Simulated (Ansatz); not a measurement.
MgB₂ in space group P6/mmm (No. 191; Mg on 1a, B on 2d), a = 3.0328 Å, b = 3.0328 Å, c = 3.4647 Å, α = 90.00°, β = 90.00°, γ = 120.00°.

Relaxed with LDA.

Decompose the optical modes at the zone centre into irreducible representations, and say which are infrared and Raman allowed.

Point group 6/mmm: Γ_opt = A2u + B1g + E1u + E2g. Infrared: A2u, E1u. Raman: E2g.

Assign frequencies (DFPT, the program Ansatz at the LDA level (PAW)).

E1u 346, A2u 414, E2g 615, B1g 707 cm⁻¹.

Subscripts of B labels follow the axes of the standard setting.

Symmetry was held in the LDA relaxation; phonons on a q-mesh show no instability. As this level gives no gap, phonon frequencies hold no LO–TO term and depend on the k-mesh and smearing (Fermi–Dirac, 0.1 eV here).

Potentials: the later of the program's two PAW sets.
